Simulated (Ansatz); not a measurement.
AlAs (zinc blende, F-43m), PBEsol in the plane-wave PAW code Ansatz. The conduction-band minimum lies at X, with 3 equivalent valleys. Second derivatives d²E/dk² of the lowest band at one valley (eV·Å²), along Cartesian directions:

```json
[
 {"direction": "[100]", "d²E/dk²": "9.209"},
 {"direction": "[010]", "d²E/dk²": "32.53"},
 {"direction": "[001]", "d²E/dk²": "32.53"},
 {"direction": "[110]", "d²E/dk²": "20.87"},
 {"direction": "[101]", "d²E/dk²": "20.87"},
 {"direction": "[011]", "d²E/dk²": "32.43"}
]
```

Question: Find the principal effective masses, the density-of-states mass and the conductivity mass.

Answer: Off-diagonal terms follow from H_xy = H[110] − (H_xx + H_yy)/2, and m*/mₑ = 7.620 eV·Å² over each eigenvalue: 0.23, 0.23, 0.83. One valley's DOS mass (m₁m₂m₃)^(1/3) = 0.36, conductivity mass 3/(Σ 1/mᵢ) = 0.31 mₑ.

Question: What effective density of states Nc follows at 300 K for parabolic valleys?

Answer: Nc = 2.509e19 × 3 × (0.36)^(3/2) ≈ 1.6e19 cm⁻³.

The PBEsol relaxation kept the symmetry of its start. Spin–orbit coupling is left out wherever it is not named.

Potentials: the later of the program's two PAW sets.

Edges and masses are those of Kohn–Sham bands, whose gap is no quasiparticle gap.
